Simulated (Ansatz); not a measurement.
## WS2: computed property card

WS₂:
```xyz
12
Lattice="5.9403 0.0000 0.0000 0.0000 5.9403 0.0000 0.0000 0.0000 5.9403" Properties=species:S:1:pos:R:3 pbc="T T T"
W      0.0000     0.0000     0.0000
W      2.9702     2.9702     0.0000
W      0.0000     2.9702     2.9702
W      2.9702     0.0000     2.9702
S      2.1220     2.1220     2.1220
S      5.0922     0.8481     3.8183
S      3.8183     5.0922     0.8481
S      0.8481     3.8183     5.0922
S      3.8183     3.8183     3.8183
S      0.8481     5.0922     2.1220
S      2.1220     0.8481     5.0922
S      5.0922     2.1220     0.8481
```
The run is spin-polarised; directions of the spins, atom by atom: ↑ ↑ ↑ ↑ 0 0 0 0 0 0 0 0.

Space group Pa-3 (No. 205); conventional cell a = b = c = 5.9403 Å, α = β = γ = 90.00°.

Method: PBE in the plane-wave PAW code Ansatz. Structure relaxed to zero pressure with the same functional. Other levels are named where they apply.

**Cell and energy**

```
Property                                                       Value
-----------------------------------------------------  -------------
Volume per atom                                             17.47 Å³
Density                                                   7.86 g/cm³
Formation energy from the elements (no fitted shifts)  -0.16 eV/atom
```

**Electronic structure**

```
Item                                                                        Result
------------------------------------  --------------------------------------------
Electronic character                                             metallic (no gap)
Density of states at the Fermi level  0.75 states/eV per atom (mean over ±0.08 eV)
```

**Magnetism**

```
Item                      Result
--------------  ----------------
Magnetic order     ferromagnetic
Net moment      0.39 μB per atom
```

**Mechanics**

```
Quantity                              Value
----------------------------------  -------
Bulk modulus (Birch–Murnaghan fit)  133 GPa
Pressure derivative B′                  5.0
```

The start of the workflow was typed in or built on a structure type; neither database checked (COD, Materials Project) lists it. It is not the phase usual at ambient conditions (space group No. 194). Symmetry was held in the PBE relaxation; its stability against distortions is not shown here. Spin order of the final state: ferromagnetic, chosen from 2 collinear starts compared on coarse meshes (ties went to the first, and starts can fall back to one state), not a proven ground state. No Hubbard U is applied. The references are the lowest solids computed at this level, not always the standard phases. Scalar-relativistic: spin–orbit coupling is off unless named, which matters more the heavier the elements.

Potentials: the earlier of the program's two PAW sets.
